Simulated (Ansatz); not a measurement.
Ga$_{3}$Pt$_{2}$:
```xyz
5
Lattice="4.2470 0.0000 0.0000 -2.1235 3.6780 0.0000 0.0000 0.0000 5.2376" Properties=species:S:1:pos:R:3 pbc="T T T"
Pt     0.0000     2.4520     0.8701
Pt     2.1235     1.2260     4.3675
Ga     0.0000     0.0000     0.0000
Ga     0.0000     2.4520     3.3733
Ga     2.1235     1.2260     1.8643
```

Relaxed with r²SCAN.

### Question
Map the valence electron density (e/Å³), cut off at 4 on the plane through (0.333, 0.667, 0.166) spanned by u = [0, 0, 1] and v = [1, -1, 0] in lattice vectors, from r²SCAN in the plane-wave PAW code Ansatz.

### Answer
x is the fraction of u, y of v (the angle between them is 90°; rows are the nearest grid lines); atoms in the plane: Pt at (0.00, 0.00), Pt at (0.67, 0.33), Ga at (0.83, 0.67), Ga at (0.48, 0.00), Ga at (0.19, 0.33).
```
y \ x   0.000  0.0769  0.192  0.269  0.346  0.462  0.538  0.654  0.731  0.808  0.923   1.00
------  -----  ------  -----  -----  -----  -----  -----  -----  -----  -----  -----  -----
1.00     4.00    4.00  0.875  0.464   1.13   4.00   4.00  0.441  0.298  0.780   4.00   4.00
0.919    4.00    3.25  0.484  0.302  0.442   1.93   1.19  0.276  0.231  0.429   3.21   4.00
0.838   0.468   0.351  0.160  0.113  0.111  0.154  0.168  0.173  0.204  0.273  0.429  0.468
0.757   0.270   0.136  0.057  0.038  0.034  0.050  0.079  0.205  0.516   1.19  0.647  0.270
0.703   0.387   0.117  0.037  0.022  0.019  0.033  0.065  0.295   1.94   4.00   3.19  0.387
0.622   0.358   0.115  0.038  0.024  0.021  0.035  0.068  0.283   1.55   4.00   2.41  0.358
0.541   0.190   0.127  0.080  0.061  0.055  0.081  0.132  0.260  0.368  0.459  0.311  0.190
0.459   0.194   0.248  0.365  0.268  0.185  0.239  0.480   1.17  0.910  0.451  0.206  0.194
0.378   0.320    1.18   4.00   3.33  0.543  0.591   2.75   4.00   4.00   2.13  0.288  0.320
0.297   0.338    1.41   4.00   4.00  0.589  0.631   3.10   4.00   4.00   2.43  0.299  0.338
0.243   0.264   0.493   1.28  0.697  0.335  0.401   1.06   4.00   2.98  0.848  0.242  0.264
0.162   0.435   0.423  0.294  0.229  0.213  0.287  0.356  0.380  0.316  0.268  0.344  0.435
0.0811   4.00    3.20  0.503  0.320  0.459   1.92   1.20  0.297  0.241  0.431   3.29   4.00
0.000    4.00    4.00  0.875  0.464   1.13   4.00   4.00  0.441  0.298  0.780   4.00   4.00
```

The density is the valence pseudo-density with augmentation charge, so density and ELF within about 1 Å of a nucleus are not all-electron values.

Space group P-3m1 (La2O3 or Ni2Al3 type). The workflow started from an entry of the Crystallography Open Database (COD). Its standing as an ambient phase is unchecked. The r²SCAN relaxation kept the symmetry of its start; whether a distortion lowers the energy is not shown. The run is not spin-polarised. Scalar-relativistic: spin–orbit coupling is off unless named, which matters more the heavier the elements.

Potentials: the later of the program's two PAW sets.
